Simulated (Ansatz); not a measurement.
In$_{2}$Co$_{3}$S$_{2}$:
```xyz
7
Lattice="2.6504 1.5302 4.6045 -2.6504 1.5302 4.6045 0.0000 -3.0605 4.6045" Properties=species:S:1:pos:R:3 pbc="T T T"
In     0.0000     0.0000     0.0000
Co     1.3252     0.7651     2.3022
Co    -1.3252     0.7651     2.3022
Co     0.0000    -1.5302     2.3022
S      0.0000     0.0000     3.8451
S      0.0000     0.0000     9.9684
In     0.0000     0.0000     6.9067
```
The run is spin-polarised; directions of the spins, atom by atom: 0 ↑ ↑ ↑ 0 0 0.

Relaxed with r²SCAN.

Problem. Tabulate the valence density and the electron localisation function along the shortest Co–S contact (2.17 Å), r²SCAN in the plane-wave PAW code Ansatz.

Solution. 

| distance from Co (Å) | density (e/Å³) | ELF |
|---|---|---|
| 0.22 | 35.99 | 0.96 |
| 0.33 | 20.93 | 0.90 |
| 0.43 | 10.62 | 0.73 |
| 0.54 | 5.04 | 0.48 |
| 0.65 | 2.45 | 0.27 |
| 0.76 | 1.30 | 0.17 |
| 0.87 | 0.83 | 0.16 |
| 0.98 | 0.68 | 0.25 |
| 1.09 | 0.69 | 0.48 |
| 1.20 | 0.78 | 0.70 |
| 1.30 | 0.92 | 0.81 |
| 1.41 | 1.07 | 0.82 |
| 1.52 | 1.18 | 0.79 |
| 1.63 | 1.17 | 0.67 |
| 1.74 | 1.00 | 0.45 |
| 1.85 | 0.69 | 0.17 |
| 1.96 | 0.34 | 0.03 |

The density is the valence pseudo-density with augmentation charge, so density and ELF within about 1 Å of a nucleus are not all-electron values.

Space group R-3m. The workflow started from an entry of the Crystallography Open Database (COD). Whether it is the stable phase at ambient conditions was not checked. The r²SCAN relaxation kept the symmetry of its start; whether a distortion lowers the energy is not shown. The final state is ferromagnetic, the only order run, not a proven ground state. Other orbital occupations within this spin state were not tried. No Hubbard U is applied.

Potentials: the later of the program's two PAW sets.
